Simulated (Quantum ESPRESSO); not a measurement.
# Strain and stress in Si3AlC3N

These are calculations, not measurements. They come from pw.x of Quantum ESPRESSO 7.5, a plane-wave density functional program, with PseudoDojo standard norm-conserving files (v0.5 for PBE, v0.4.1 for LDA and PBEsol). The cells are made up: elements, strain and atom displacements were drawn at random, and nothing was relaxed. There is no spin polarisation, spin-orbit coupling or dispersion term.

The cell has 8 sites of a wurtzite lattice (rectangular cell). Sites 1 to 4 hold Si Al Si Si; sites 5 to 8 hold C C N C. Cell vectors in Å: (3.132, 0.007, -0.011); (0.012, 5.403, -0.044); (-0.018, -0.042, 5.138). Settings: PBE, cutoff 1143 eV, 6 x 4 x 4 k mesh shifted by half a step, Fermi-Dirac smearing of 0.025 eV.

Each run adds a shear xy (given as the tensor component) to one cell, with the atoms carried along; the vectors above are those of run 2. Stress is positive in tension and P is minus a third of its trace. E is the free energy for each atom above the lowest run shown. The last column is band 17 less band 16 at Gamma, from a band step after each run.

```
run,strain (%),s_xx (GPa),s_yy (GPa),s_zz (GPa),s_xy (GPa),P (GPa),E (meV/atom),level step at Gamma (eV)
1,-2.35,-0.15,2.64,0.81,-11.00,-1.10,20.42,0.453
2,-0.03,1.73,3.39,1.09,-1.74,-2.07,0.51,0.523
3,0.29,1.91,3.39,1.12,-0.47,-2.14,0.00,0.531
5,0.82,2.18,3.36,1.18,1.63,-2.24,0.37,0.542
6,1.47,2.42,3.21,1.25,4.21,-2.30,2.90,0.555
7,1.76,2.51,3.12,1.28,5.36,-2.30,4.79,0.560
4,0.50,?,?,?,?,?,?,?
```

A rerun of one of these cells at 1437 eV and k mesh 8 x 6 x 6 moved values by no more than 0.002 eV in the cell's energy, 0.09 GPa in stress and 0.013 eV/Å in force.

## Worked fit

A parabola through the six runs shown gives s_xy = -1.62 + 3.98 e - 0.006 e² GPa, with e in per cent and a scatter of 0.01 GPa. The slope is a stiffness of 398 ± 1 GPa for each unit of this strain at e = 0, twice a shear constant under the stress shown, since the tensor component is half the shear angle. The atoms are clamped, and relaxing them would in general lower it. The error is the larger of the fit's own and the change that a cubic makes, rounded up.

## Withheld run

Question: what s_xy should run 4 give?

The fit gives 0.37 GPa. The calculation gave 0.36 GPa.

```
run  strain (%)  s_xx (GPa)  s_yy (GPa)  s_zz (GPa)  s_xy (GPa)  P (GPa)  E (meV/atom)  level step at Gamma (eV)
  4        0.50        2.02        3.39        1.14        0.36    -2.18         -0.03                     0.536
```